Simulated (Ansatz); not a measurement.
## Ansatz 0.2.0, settings compared: FeCuSO

Run with:

```bash
ansatz run input.yaml --threads 1 --pin off --max-ram 2560MiB --backend cpu --events-out ev --progress --plain --runs-dir out
```

Input:

```yaml
crystal:
  lattice:
    - [3.786388, 0.0, 0.0]
    - [0.0, 3.786388, 0.0]
    - [0.0, 0.0, 8.564672]
  atoms:
    - { symbol: Cu, position: [0.75, 0.25, 0.5] }
    - { symbol: Cu, position: [0.25, 0.75, 0.5] }
    - { symbol: S, position: [0.25, 0.25, 0.3442] }
    - { symbol: S, position: [0.75, 0.75, 0.6558] }
    - { symbol: Fe, position: [0.25, 0.75, 0.0] }
    - { symbol: Fe, position: [0.75, 0.25, 0.0] }
    - { symbol: O, position: [0.25, 0.25, 0.9256] }
    - { symbol: O, position: [0.75, 0.75, 0.0744] }
  symmetry: { tolerance: 0.0003 }
kpoints:
  mp_grid: { grid: [5, 5, 2], shift: [0, 0, 0] }
magnetization:
  spin_polarized: false
scf:
  occupations: { method: fermi_dirac }
hamiltonian:
  pseudopotentials: { kind: paw }
  xc: pbe
basis:
  ecutwfc: 420
output:
  forces: true
  stress: true
  eigenvalues: true
  write_density: true
  write_potential: true
  elf: true
  volumetric_format: npy
```

Origin of the cell: a database entry, scaled a little.

The smearing width isn't typed, so it takes its default of 0.1 eV.

Output of this run (shortened):

```
SCF iter   1: F=—  HF=-25146.822694 eV  Δρ=1.31e-2  dr2=4.76e-1  defer=4
SCF iter   2: F=—  HF=-25146.815037 eV  Δρ=5.47e-3  dr2=1.14e-2  defer=7
SCF iter   3: F=—  HF=-25146.814526 eV  Δρ=3.70e-3  dr2=1.08e-2  defer=7
SCF iter   4: F=—  HF=-25146.813521 eV  Δρ=7.83e-4  dr2=7.09e-4  defer=7
SCF iter   5: F=—  HF=-25146.813571 eV  Δρ=4.07e-4  dr2=1.73e-4  defer=7
SCF iter   6: F=—  HF=-25146.813559 eV  Δρ=3.60e-4  dr2=1.86e-4  defer=7
SCF iter   7: F=—  HF=-25146.813535 eV  Δρ=1.39e-4  dr2=3.12e-5  defer=7
SCF iter   8: F=—  HF=-25146.813535 eV  Δρ=7.36e-5  dr2=8.42e-6  defer=7
SCF iter   9: F=—  HF=-25146.813535 eV  Δρ=1.88e-5  dr2=3.02e-7  defer=7
SCF iter  10: F=-25146.813535 eV  HF=-25146.813535 eV  Δρ=4.39e-6  dr2=1.26e-8
SCF 1 converged in 10 iterations: F = -25146.813535 eV  dr2 = 1.26e-8
SCF converged after 10 iterations
Free energy (F): -25146.813535 eV
Harris-Foulkes:  -25146.813535 eV  (|F-HF|=6.12e-9)
Internal energy: -25146.397864 eV  (E = F + TS)
E sigma→0 (E₀):  -25146.605699 eV
Entropy (-TS):   -0.415671 eV (-51.959 meV/atom)
Fermi energy:    8.656605 eV
--- Per-component energies (eV) ---
  E_band       = -1750.761425
  E_kinetic    = 1844.799047
  E_local      = -19140.308692  (includes V_loc(G=0)·N_el)
  E_nonlocal   = 1383.325354
  E_hartree    = 8315.870101
  E_xc         = -746.903720
  E_vxc        = -884.890809  (∫ρ·V_xc dr)
  E_paw        = -7576.428988  (= ΣΔE_a)
  E_vpaw       = -1585.438555  (= ΣTr[D̂ρ^β])
  E_aug_tail   = 0.007181  (compensation charges beyond the density's cutoff)
  E_ewald      = -9226.758147
  E_smearing   = -0.415671  (= −TS)
  Σ components = -25146.813535   (vs F -25146.813535, Δ=0.00e0)
--- Forces (eV/Å), atoms counted from 1 ---
  atom   1  Cu     0.000000     0.000000     0.000000
  atom   2  Cu     0.000000     0.000000    -0.000000
  atom   3  S      0.000000     0.000000    -0.173972
  atom   4  S      0.000000     0.000000     0.173972
  atom   5  Fe     0.000000     0.000000    -0.000000
  atom   6  Fe     0.000000     0.000000    -0.000000
  atom   7  O      0.000000     0.000000     0.821302
  atom   8  O      0.000000     0.000000    -0.821302
  max |Σ_I F_I| component: 0.0 eV/Å
--- Stress (GPa, compression-positive) ---
      -10.640021       0.000000       0.000000
        0.000000     -10.640021       0.000000
        0.000000       0.000000      -2.963114
  P = ⅓ Tr σ = -8.0811 GPa (-80.811 kbar)
```

The same input was run again with these changes:

1. `kpoints.mp_grid.grid` [5, 5, 2] → [8, 8, 3]
2. `hamiltonian.dispersion` default → d3bj
3. `scf.initial_density.chi_scale` default → 0.0; `hamiltonian.pseudopotentials` { kind: paw } → { kind: nc, accuracy: standard }

```csv
run,end,SCF iterations,P (GPa),max force component (eV/Å),gap on mesh (eV),moment (μB),ΔE(σ→0) (meV/atom)
base,converged,10,-8.08,0.821,none,–,0
1,converged,10,-8.06,0.756,none,–,1.55
2,converged,10,-10.88,0.807,none,–,–
3,converged,12,-13.94,0.523,none,–,–
```

Energies are compared only where functional, datasets, charge and starting cell are the same.

Caveats of the base run: no spin polarisation, so a magnetic state may lie lower; the k mesh is coarse if the cell is a metal.

Run 3: the cutoff lies below the datasets' advice.

The base run took 6.6 s on 1 thread of Arm Neoverse V2, on a shared host, peak memory 0.42 GiB, from the program's own first density.
